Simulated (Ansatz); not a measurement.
Ir (simple cubic, Pm-3m) under volume change, DFT-PBEsol in the program Ansatz with PAW potentials, scaled uniformly.

```json
[
 {"V (Å³/atom)": "14.932", "E − E(relaxed) (meV/atom)": "138.1", "P (GPa)": "32.86"},
 {"V (Å³/atom)": "15.424", "E − E(relaxed) (meV/atom)": "57.6", "P (GPa)": "19.92"},
 {"V (Å³/atom)": "15.916", "E − E(relaxed) (meV/atom)": "13.5", "P (GPa)": "9.08"},
 {"V (Å³/atom)": "16.408", "E − E(relaxed) (meV/atom)": "0.0", "P (GPa)": "0.00"},
 {"V (Å³/atom)": "16.901", "E − E(relaxed) (meV/atom)": "12.0", "P (GPa)": "-7.59"},
 {"V (Å³/atom)": "17.393", "E − E(relaxed) (meV/atom)": "45.4", "P (GPa)": "-13.93"},
 {"V (Å³/atom)": "17.885", "E − E(relaxed) (meV/atom)": "96.5", "P (GPa)": "-19.20"}
]
```

Task: What does a third-order Birch–Murnaghan fit give for V₀, B₀ and B′?

Result: V₀ = 16.41 Å³/atom, B₀ = 276 GPa, B′ = 4.9.

The cell is a constructed one: a structure type filled with these elements; neither database checked (COD, Materials Project) lists it. It is not the phase usual at ambient conditions (space group No. 225). Symmetry was held in the PBEsol relaxation; whether a distortion lowers the energy is not shown. No spin polarisation was allowed. Scalar-relativistic: spin–orbit coupling is off unless named, which matters more the heavier the elements.

Potentials: the earlier of the program's two PAW sets. The files were generated under PBE; for other functionals the program regenerates the frozen cores, and for LDA and PBEsol the local potential too.
